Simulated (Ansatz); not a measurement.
Fe, DFT, PBEsol, PAW with Ansatz's default frozen-core files, scalar-relativistic (Ansatz 0.2.0), run on 1 thread of Intel(R) Xeon(R) 6975P-C (Granite Rapids) on a shared host.

The cell is the one relaxed in the Materials Project (mp-136), not relaxed further here; entries there can be hypothetical. The listed cell was then made from it by scaling, straining or moving an atom.

Command: `ansatz run input.yaml --threads 1 --pin off --max-ram 3072MiB --backend cpu --events-out ev --progress --plain --runs-dir out`

```yaml
crystal:
  lattice:
    - [2.417820465, 0.0, 0.0]
    - [-1.2089102325, 2.0938939445, 0.0]
    - [0.0, 0.0, 3.816148898]
  atoms:
    - { symbol: Fe, position: [0.3333333333, 0.6666666667, 0.25] }
    - { symbol: Fe, position: [0.6666666667, 0.3333333333, 0.75] }
kpoints:
  mp_grid: { grid: [17, 17, 10] }
scf:
  occupations: { method: fermi_dirac, width: 0.08 }
hamiltonian:
  xc: pbesol
  pseudopotentials: { kind: paw }
output:
  forces: true
  stress: true
  eigenvalues: true
  efg: { contact_densities: true }
  write_density: true
  write_potential: true
  elf: true
  volumetric_format: npy
```

**Question.** How large is the problem that the program sets up?

**Answer.** 198 irreducible k-points, 379 plane waves at Γ, 20 bands.

**Question.** About how long does it take, and how much memory does it use?

**Answer.** 4 s of wall time for 6 SCF iterations, with a peak of 0.42 GiB. Times on shared machines scatter by tens of per cent.

**Question.** And the same cell and mesh by crystal-made all-electron datasets, asked for forces, stress, eigenvalues, efg, on the same hardware?

**Answer.** 18 s, peak memory 0.59 GiB.

**Question.** And the same cell and mesh by full-potential LAPW, asked for forces, stress, eigenvalues, on the same hardware?

**Answer.** 25 s, peak memory 0.72 GiB.
